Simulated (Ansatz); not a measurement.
ZnO:
```yaml
crystal:
  lattice:
    - [3.27935, 0.00000, 0.00000]
    - [-1.63968, 2.84000, 0.00000]
    - [0.00000, 0.00000, 5.29369]
  atoms:
    - { symbol: Zn, position: [0.66667, 0.33333, 0.00213] }
    - { symbol: Zn, position: [0.33333, 0.66667, 0.50213] }
    - { symbol: O, position: [0.66667, 0.33333, 0.62307] }
    - { symbol: O, position: [0.33333, 0.66667, 0.12307] }
```

Relaxed with PBE. Special points in fractions of this cell's reciprocal vectors: Γ (0.000, 0.000, 0.000); M (0.500, 0.000, 0.000); K (0.333, 0.333, 0.000); A (0.000, 0.000, 0.500); L (0.500, 0.000, 0.500); H (0.333, 0.333, 0.500).

Q: List the band energies nearest the valence-band maximum at these points for PBE (plane waves, PAW; program Ansatz).

A: In eV from the valence-band maximum; about four levels below and three above (degenerate sets whole), none deeper than 8.9 eV; points with the same levels are listed once.

```csv
k,below,above
Γ,-0.75 -0.75 -0.08 0.00 0.00,0.74 5.11 8.08
M,-2.72 -2.14 -1.23 -0.79,5.64 6.84 7.54
K,-3.47 -3.47 -1.84 -1.84 -1.65,7.50 7.50 7.67
A,-0.37 -0.37 -0.37 -0.37,3.37 3.37 9.93 9.93
L,-1.43 -1.43 -1.31 -1.31,5.66 5.66 8.24 8.24
H,-2.58 -2.58 -1.18 -1.18,7.80 7.80 7.96 7.96
```

Space group P6_3mc (wurtzite). The PBE relaxation kept the symmetry of its start; phonons on a q-mesh show no instability.

Potentials: the later of the program's two PAW sets.
